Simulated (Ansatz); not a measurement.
**InSe under strain: Electric field gradients**

The cell is a COD entry, relaxed with PBE at fixed cell and then changed (z stretched by 1 %, ions relaxed).

```
CELL_PARAMETERS angstrom
4.05000 0.00000 0.00000
-2.02500 3.50740 0.00000
0.00000 0.00000 17.09930
ATOMIC_POSITIONS crystal
In 0.33333 0.66667 0.16801
In 0.66667 0.33333 0.66801
In 0.33333 0.66667 0.33199
In 0.66667 0.33333 0.83199
Se 0.33333 0.66667 0.59306
Se 0.66667 0.33333 0.09306
Se 0.33333 0.66667 0.90694
Se 0.66667 0.33333 0.40694
```

Atom numbers follow the list; atoms alike are taken as one site, whose name carries the number of the first.

Level of theory: DFT, PBE, plane waves and PAW, scalar-relativistic, 420 eV cutoff, Γ-centred 13×13×3 k-points, Fermi–Dirac smearing 0.05 eV (Ansatz 0.2.0).

C_Q = eQV_zz/h, which is 24.18 MHz for Q = 1 b and V_zz = 10²¹ V/m²; η = (V_xx − V_yy)/V_zz. ν_Q = 3|C_Q|/[2I(2I − 1)].

In-115: I = 9/2, Q = 772.0 mb. Q values from Pyykkö, Mol. Phys. 116, 1328 (2018).

```csv
site,atoms (order as listed),first shell,C_Q (MHz),η,ν_Q (MHz)
In,"1, 2, 3, 4",3 Se at 2.67 Å; also 1 In at 2.80 Å,-201,0.00,8.38
```

An axis of threefold or higher order runs through In, so V_zz lies along it and η is zero.

Se has no stable isotope with a ground-state quadrupole moment in the table, so these sites are left out.

Without spin–orbit coupling (the program notes it for In) the gradients can shift somewhat, as the gap is small. With a gap of 0.4 eV on this mesh, the gradients can still move by some per cent as the k-mesh gets denser.
